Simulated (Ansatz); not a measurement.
Input:

BeS (NiAs type, P6_3/mmc), a = 3.2710 Å, b = 3.2710 Å, c = 5.2065 Å, α = 90.00°, β = 90.00°, γ = 120.00°.

This is the PBEsol-relaxed structure.

Q: All from PBEsol in the plane-wave PAW code Ansatz, unless another level is named. Estimate the hole effective mass.

A: 0.19, 4.0, 4.0 mₑ (principal values).

Q: Next, the formation energy from the elements (no fitted shifts)?

A: -0.65 eV/atom.

Q: Next, the HSE06 gap on the PBEsol cell?

A: 2.24 eV.

Q: And the band gap?

A: 1.39 eV (indirect).

Q: Next, the valence-band maximum?

A: at Γ.

Q: Next, the conduction-band minimum?

A: at K (2 equivalent valleys).

This is a known high-pressure phase of the composition, computed here at zero pressure and temperature. Symmetry was held in the PBEsol relaxation. At this level the phase is dynamically unstable (imaginary phonons). The references are the lowest solids computed at this level, not always the standard phases.

Potentials: the earlier of the program's two PAW sets. The files were generated under PBE; for other functionals the program regenerates the frozen cores, and for LDA and PBEsol the local potential too.
